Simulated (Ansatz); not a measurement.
YNiGe$_{3}$:
Space group Cmmm (No. 65); a = 4.0763 Å, b = 21.4719 Å, c = 4.0806 Å, α = 90.00°, β = 90.00°, γ = 90.00°

```csv
atom,site,symmetry,x,y,z
Y,4j,m2m,0.5000,0.3311,0.5000
Ni,4i,m2m,0.0000,0.3900,0.0000
Ge,4i,m2m,0.0000,0.0574,0.0000
Ge,4i,m2m,0.0000,0.2836,0.0000
Ge,4j,m2m,0.5000,0.0573,0.5000
```
(The calculation used a cell of 10 atoms; values per cell refer to that cell.)

Relaxed with r²SCAN.

Which orbitals make up the states near the Fermi level in the program Ansatz at the r²SCAN level (PAW)?

Within 0.5 eV of the Fermi level: Ge 4p 36 %, Y 4d 33 %, Ni 3d 21 %, Ge 4s 6 %. Projections are on Löwdin-orthogonalised atomic valence shells; empty p or d shells of many metals are not among them.

Tabulate the density of states.

States/eV per cell of 10 atoms, in 0.25 eV bins, energy from the Fermi level.

```
E (eV)  total  Ge 4p  Ni 3d  Y 4d
------  -----  -----  -----  ----
-7.85    2.96   0.66   0.15  0.28
-7.60    2.36   0.55   0.14  0.22
-7.35    1.40   0.31   0.11  0.11
-7.10    1.24   0.32   0.11  0.08
-6.85    0.83   0.22   0.10  0.05
-6.60    0.67   0.28   0.08  0.04
-6.35    0.78   0.37   0.10  0.04
-6.10    0.84   0.43   0.12  0.04
-5.85    1.24   0.74   0.17  0.06
-5.60    2.39   1.65   0.20  0.14
-5.35    2.76   1.83   0.26  0.18
-5.10    3.11   2.07   0.34  0.19
-4.85    3.40   2.24   0.48  0.20
-4.60    3.98   2.44   0.83  0.26
-4.35    5.27   3.04   1.42  0.35
-4.10    6.10   3.39   1.75  0.45
-3.85    6.62   3.19   2.44  0.53
-3.60    9.45   4.15   4.13  0.64
-3.35   10.82   4.05   5.54  0.72
-3.10   10.54   3.71   5.82  0.63
-2.85   12.42   3.38   7.86  0.65
-2.60   11.97   2.12   8.84  0.48
-2.35    8.47   1.70   5.90  0.47
-2.10   10.82   2.51   6.61  1.00
-1.85    8.64   2.26   5.06  0.88
-1.60    7.34   2.38   3.51  1.02
-1.35    6.08   2.06   2.68  0.94
-1.10    6.24   2.24   2.50  1.07
-0.85    4.61   1.74   1.52  1.02
-0.60    3.94   1.51   1.08  1.04
-0.35    2.95   1.12   0.65  0.96
-0.10    2.53   0.90   0.54  0.87
0.15     2.20   0.77   0.45  0.75
0.40     2.44   0.84   0.43  0.79
0.65     2.10   0.85   0.37  0.53
0.90     2.40   1.03   0.39  0.55
1.15     3.65   1.46   0.51  0.87
1.40     4.50   1.66   0.56  1.30
1.65     5.37   1.82   0.56  1.72
1.90     5.19   1.67   0.46  1.81
2.15     6.59   2.03   0.50  2.41
2.40     6.01   1.75   0.36  2.49
2.65     6.18   1.78   0.32  2.73
2.90     5.90   1.59   0.25  2.88
3.15     7.57   1.98   0.26  3.79
3.40     7.17   1.95   0.22  3.65
3.65     7.33   1.93   0.19  3.81
3.90     7.82   1.99   0.17  4.16
4.15     8.47   2.25   0.17  4.39
4.40     7.00   2.11   0.15  3.01
4.65     6.49   2.21   0.14  2.50
```

The first step of the workflow began from a Materials Project structure, measured or hypothetical; the Crystallography Open Database copy checked does not list it. Whether it is the stable phase at ambient conditions was not checked. The cell was relaxed with r²SCAN under the symmetry of its start; its stability against distortions is not shown here. No spin polarisation was allowed. Scalar-relativistic: spin–orbit coupling is off unless named, which matters more the heavier the elements.

Potentials: the later of the program's two PAW sets.
